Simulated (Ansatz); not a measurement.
The slice is one period of a {110} plane through atoms; its size isn't given.

Calculation: PBEsol (plane waves to 420 eV, PAW, scalar-relativistic; Ansatz, an electronic-structure program). Near the nuclei the fields are pseudised (PAW); where an atom keeps semicore shells as valence, they peak there.

```
|######**++==--::....  ....::--==++**####|
|####****++----::..      ..::----++****##|
|******++==--::....      ....::--==++****|
|++++++==--::::..          ..::::--==++++|
|======--::::....          ....::::--====|
|------::::....              ....::::----|
|--::::::....                  ....::::::|
|------::....                  ....::----|
|++++==--::....              ....::--==++|
|##****++--::..              ..::--++****|
|%%%%##**++--::..          ..::--++**##%%|
|@@@@%%##**==::....      ....::==**##%%@@|
|@@@@@@%%##++--....      ....--++##%%@@@@|
|@@@@@@%%##++--......  ......--++##%%@@@@|
|@@@@@@%%##++--....      ....--++##%%@@@@|
|@@@@%%##**==::....      ....::==**##%%@@|
|%%%%##**++--::..          ..::--++**##%%|
|##****++--::..              ..::--++****|
|++++==--::....              ....::--==++|
|------::....                  ....::----|
|--::::::....                  ....::::::|
|------::::....              ....::::----|
|======--::::....          ....::::--====|
|++++++==--::::..          ..::::--==++++|
|******++==--::....      ....::--==++****|
|####****++----::..      ..::----++****##|
|######**++==--::....  ....::--==++**####|
|######**++==--::....  ....::--==++**####|
```
Scale: ten equal steps from -0.88 (start of ' ') to 1.08 (end of '@'), in the order ' .:-=+*#%@'. Values: log₁₀ of the valence density in e/Å³. The map has 20 points along u (two characters each, u = 0 at the left) and 28 along v (v = 0 in the bottom row). The scale is logarithmic, as a density can span decades between atoms and voids.

```
|xxx899853111358998xx|
|xx79998531113589997x|
|88999974211124799998|
|99999864211124689999|
|99987642110112467899|
|55554321100011234555|
|11111111000001111111|
|11000000000000000001|
|44320000000000000234|
|87753100001000013577|
|99886200001000026889|
|xx99741000100014799x|
|xxx985100010001589xx|
|xxx985100010001589xx|
|xxx985100010001589xx|
|xx99741000100014799x|
|99886200001000026889|
|87753100001000013577|
|44320000000000000234|
|11000000000000000001|
|11111111000001111111|
|55554321100011234555|
|99987642110112467899|
|99999864211124689999|
|88999974211124799998|
|xx79998531113589997x|
|xxx899853111358998xx|
|xxx899863111368998xx|
```
Scale: ten equal steps from 0.08 (start of '0') to 0.81 (end of '9'), in the order '0123456789'. Values: electron localisation function (ELF). The map has 20 points along u (one character each, u = 0 at the left) and 28 along v (v = 0 in the bottom row). Points within 0.4 Å of a nucleus are blanked (x), as the pseudised field means little there.

Problem. Which relaxed crystal do these maps come from?
A) PbSe (rock salt)
B) TiN (rock salt)
C) PbTe (rock salt)

Solution. B, TiN (rock salt). Atoms on the slice: N at (0.00, 0.00); Ti at (0.00, 0.50)

All were relaxed with their symmetry unable to fall. Spin-orbit coupling is left out. The PAW data are Ansatz's earlier set. TiN is run without spin polarisation.
